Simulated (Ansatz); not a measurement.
Input and output of a single-point calculation on Ga₄SbN₃ as one 8-atom ordering (R3m) on the zincblende lattice (it has left that coordination) (the PAW code Ansatz, r2SCAN). Cell and atoms come from a relaxation with r2SCAN.

```yaml
crystal:
  lattice:
    - [1.5823510091, 0.9135707811, 14.2602665592]
    - [-1.5823510091, 0.9135707811, 14.2602665592]
    - [0.0, -1.8271415621, 14.2602665592]
  atoms:
    - { symbol: "N", position: [0.0232042677, 0.0232042677, 0.0232042677] }
    - { symbol: "N", position: [0.7504590723, 0.7504590723, 0.7504590723] }
    - { symbol: "N", position: [0.4778940828, 0.4778940828, 0.4778940828] }
    - { symbol: Sb, position: [0.2237392451, 0.2237392451, 0.2237392451] }
    - { symbol: Ga, position: [0.7049320545, 0.7049320545, 0.7049320545] }
    - { symbol: Ga, position: [0.43244304, 0.43244304, 0.43244304] }
    - { symbol: Ga, position: [0.1605302235, 0.1605302235, 0.1605302235] }
    - { symbol: Ga, position: [0.9767980142, 0.9767980142, 0.9767980142] }
kpoints:
  mp_grid: { grid: [10, 10, 10] }
  band_path:
    path:
      - [0.0, 0.0, 0.0]
      - [-0.5, -0.5, -0.5]
      - [-0.5, -0.1694028038, -0.8305971962]
      - [-0.1694028038, 0.1694028038, -0.5]
      - [0.0, 0.0, -0.5]
      - [0.0, 0.3347014019, -0.3347014019]
      - [-0.3347014019, 0.0, -0.6652985981]
      - [-0.5, 0.0, -0.5]
      - [0.0, 0.1004104206, -0.1004104206]
      - [-0.1016416823, 0.1016416823, -0.5]
    npoints: 1
hamiltonian:
  xc: r2scan
scf:
  occupations: { method: fermi_dirac, width: 0.02 }
  n_extra_bands: 6
output:
  forces: true
  stress: true
  eigenvalues: true
```

Some lines of the output have been replaced by numbered gaps.
```
scf.n_extra_bands = 6 over 41 filled bands (N_el = 82.0): the run solves 47 bands
Functional definition: r2SCAN
  parameter k0 = 0.174
  parameter k1 = 0.065
  parameter a1 = 4.9479
  exchange = r2scan_x(k0 = k0, k1 = k1, a1 = a1)
  correlation = r2scan_c
Crystal: 8 atoms, lattice volume = 123.687 Å³
Basis set: ecut = 500 eV, 3117 PW (Γ), FFT grids on a1−a3, a2−a3, a3
Symmetry: 6 space group operations
Space group: R3m (ITA 160)
k-points: 116 of 1000 (time reversal used)
SCF 1 converged in 10 iterations: F = -22817.360052 eV  dr2 = 3.22e-8
Free energy (F): -22817.360052 eV
Internal energy: -22817.354857 eV  (E = F + TS)
E sigma→0 (E₀):  -22817.357455 eV
Entropy (-TS):   -0.005195 eV (-0.649 meV/atom)
Fermi energy:    9.167715 eV
--- Forces (eV/Å), atoms counted from 1 ---
  atom   1  N       0.00000      0.00000    -0.04085
  atom   2  N       0.00000      0.00000    -0.04183
  atom   3  N       0.00000      0.00000    -0.04362
  atom   4  Sb      0.00000      0.00000    -0.01692
  atom   5  Ga      0.00000      0.00000      0.04034
  atom   6  Ga      0.00000      0.00000      0.04575
  atom   7  Ga      0.00000      0.00000      0.05279
  atom   8  Ga      0.00000      0.00000      0.00435
--- Stress (GPa, compression-positive) ---
[1]
--- Band table (eV; the first three rows and the last of 116) ---
  k-point 0: bands = […, 7.3381, 7.6987, 7.6987, 8.0543, 8.0543, 11.1021, 11.5151, 13.2999, 14.2679, 15.9367, …]
  k-point 1: bands = […, 7.1327, 7.3720, 7.5401, 7.5655, 7.9439, 11.5514, 11.9168, 13.7867, 14.4154, 14.7498, …]
  k-point 2: bands = […, 6.6547, 7.1467, 7.2316, 7.4514, 7.6465, 11.3646, 12.1915, 12.8452, 14.1127, 14.5973, …]
  k-point 115: bands = […, 7.6986, 7.6986, 7.9125, 8.0543, 8.0543, 10.3264, 12.3645, 13.0145, 14.2025, 16.0196, …]
```

Problem. What stood in the gaps? They hold the stress.

Solution.
```
[1]
        0.165790       0.000000       0.000000
        0.000000       0.165790       0.000000
        0.000000       0.000000      -0.246216
  P = ⅓ Tr σ = 0.0285 GPa (0.285 kbar)
```

The file bands.tsv (bands near the Fermi energy, numbered from 0, rounded):
```tsv
# k_distance	band_36	band_37	band_38	band_39	band_40	band_41	band_42	band_43	band_44
# fermi_ev = 9.167715
# [0, 0, 0] at k_distance = 0.000000
# [-0.5, -0.5, -0.5] at k_distance = 0.220304
# [-0.5, -0.1694028038, -0.8305971962] at k_distance = 1.533036
# [-0.1694028038, 0.1694028038, -0.5] at k_distance = 1.681106
# [0, 0, -0.5] at k_distance = 2.353769
# [0, 0.3347014019, -0.3347014019] at k_distance = 3.022346
# [-0.3347014019, 0, -0.6652985981] at k_distance = 3.169516
# [-0.5, 0, -0.5] at k_distance = 3.825882
# [0, 0.1004104206, -0.1004104206] at k_distance = 4.664260
# [-0.1016416823, 0.1016416823, -0.5] at k_distance = 5.494122
# levels_relative_to = fermi_ev
0.000	-1.469	-1.469	-1.113	-1.113	1.934	2.347	4.132	5.100	6.769
0.220	-1.469	-1.255	-1.113	-1.113	1.159	3.197	3.847	5.035	6.852
1.533	-3.535	-3.363	-2.818	-2.628	-0.474	0.026	0.721	0.860	4.800
1.681	-3.535	-3.363	-2.818	-2.628	-0.474	0.026	0.721	0.860	4.800
2.354	-3.201	-2.928	-2.275	-1.374	-0.983	-0.258	3.065	3.474	4.179
3.022	-3.531	-3.368	-2.809	-2.638	-0.470	0.025	0.735	0.843	4.800
3.170	-3.531	-3.368	-2.809	-2.638	-0.470	0.025	0.735	0.843	4.800
3.826	-3.252	-2.927	-2.275	-1.126	-0.979	-0.530	3.267	3.474	4.069
4.664	-1.992	-1.873	-1.720	-1.567	2.719	3.417	3.545	5.021	5.236
5.494	-4.020	-3.452	-2.978	-0.898	-0.481	-0.383	-0.006	3.059	4.073
```
In order the rows are Γ, T, H₂, H₀, L, S₀, S₂, F, Γ–S₀ (0.30), H₀–L (0.40).

With r2SCAN the bands overlap by 3.25 eV (counted from 1, band 41 peaks at Γ–S₀ (0.30 of the way from Γ) and band 42 bottoms out at F): no gap. The gap is the least over the mesh and the extra points. The mean stress is close to zero (0.03 GPa). The largest force is 0.05 eV/Å.

Command: `ansatz run input.yaml --threads 4 --pin off --max-ram 6451MiB --backend cpu --events-out ev --progress --plain --runs-dir out`. Wall time 14 s on 4 threads of AMD EPYC 9R45 96-Core Processor (Zen 5), on a shared host, load about 0.4 per core; peak host memory 1.1 GiB.

All values are calculated for a non-magnetic cell, which may be hypothetical.

Spin-orbit coupling is left out, which matters wherever the heavy atoms make up the band edges.

Overlapping bands make a metal at that level, for which these meshes are coarse; small forces, stresses and energy differences are uncertain.
